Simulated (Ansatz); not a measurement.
Phonons of MoSi2 (MoSi2 type, space group I4/mmm) at Γ, N = (0.5, 0.0, 0.0), X = (0.5, 0.5, 0.0), M = (0.5, 0.5, 0.5).

MoSi2 (MoSi2 type, space group I4/mmm)

```
MoSi2
1.0
   -1.60086     1.60086     3.90929
    1.60086    -1.60086     3.90929
    1.60086     1.60086    -3.90929
Mo Si
1 2
Direct
  0.00000   0.00000   0.00000
  0.33530   0.33530   0.00000
  0.66470   0.66470   0.00000
```

Calculation: r2SCAN (plane waves to 500 eV, PAW, scalar-relativistic; Ansatz, a program for electronic structure). DFPT wavenumbers on a 14×14×14 k mesh, in cm⁻¹ and rounded to 5; i marks imaginary ones, q is in fractions of the reciprocal vectors of the cell shown, and the three acoustic modes at Γ are left out. MoSi2 is run without spin polarisation. MoSi2 was relaxed with its symmetry unable to fall.

```tsv
q	wavenumbers (cm⁻¹)
Γ	280 (×2), 325, 330 (×2), 440
N = (0.5, 0.0, 0.0)	195, 210, 260, 275, 290, 295, 305, 405, 435
X = (0.5, 0.5, 0.0)	210, 225, 270, 285, 290, 315, 380, 385, 400
M = (0.5, 0.5, 0.5)	190 (×2), 250 (×2), 260, 315 (×2), 365, 430
```

The structure shows no imaginary mode at these points (lowest 190 cm⁻¹ at M = (0.5, 0.5, 0.5)); other wave vectors were not tested.

Highest mode: 440 cm⁻¹ at Γ.
